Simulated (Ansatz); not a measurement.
Ni:
```
CELL_PARAMETERS angstrom
      0.00000     1.71205     1.71205
      1.71205     0.00000     1.71205
      1.71205     1.71205     0.00000
ATOMIC_POSITIONS crystal
  Ni 0.00000 0.00000 0.00000
```
Starting moments (μB, in the order of the atoms Ni): 0.6.

Relaxed with LDA. Special points in fractions of this cell's reciprocal vectors: Γ (0.000, 0.000, 0.000); X (0.500, 0.000, 0.500); U (0.625, 0.250, 0.625); K (0.375, 0.375, 0.750); L (0.500, 0.500, 0.500); W (0.500, 0.250, 0.750).

### Question
List the band energies nearest the Fermi level at these points for LDA in the plane-wave PAW code Ansatz.

### Answer
In eV from the Fermi level; about four levels below and three above (degenerate sets whole), none deeper than 8.9 eV; … stands for higher levels left out; points with the same levels are listed once.

| k | below | above |
|---|---|---|
| Γ ↑ | -2.63 -2.63 -2.63 | … |
| X ↑ | -4.65 -0.50 -0.36 -0.36 | … |
| U ↑ | -4.12 -2.28 -1.14 -0.65 | … |
| L ↑ | -2.64 -2.64 -0.53 -0.53 | … |
| W ↑ | -3.37 -3.37 -1.40 -0.35 | … |
| Γ ↓ | -1.97 -1.97 -1.97 | … |
| X ↓ | -4.83 -4.11 | 0.14 0.40 0.40 |
| U ↓ | -4.00 -3.63 -1.74 -0.54 | 0.09 … |
| L ↓ | -4.95 -2.05 -2.05 -0.48 | … |
| W ↓ | -3.80 -2.83 -2.83 -0.82 | 0.40 … |

Space group Fm-3m (fcc (Cu type)). The LDA relaxation kept the symmetry of its start. Spin order of the final state: ferromagnetic, chosen from 3 collinear starts compared on coarse meshes (ties went to the first, and starts can fall back to one state), not a proven ground state. Textbook magnetic order: ferromagnetic.

Potentials: the later of the program's two PAW sets.
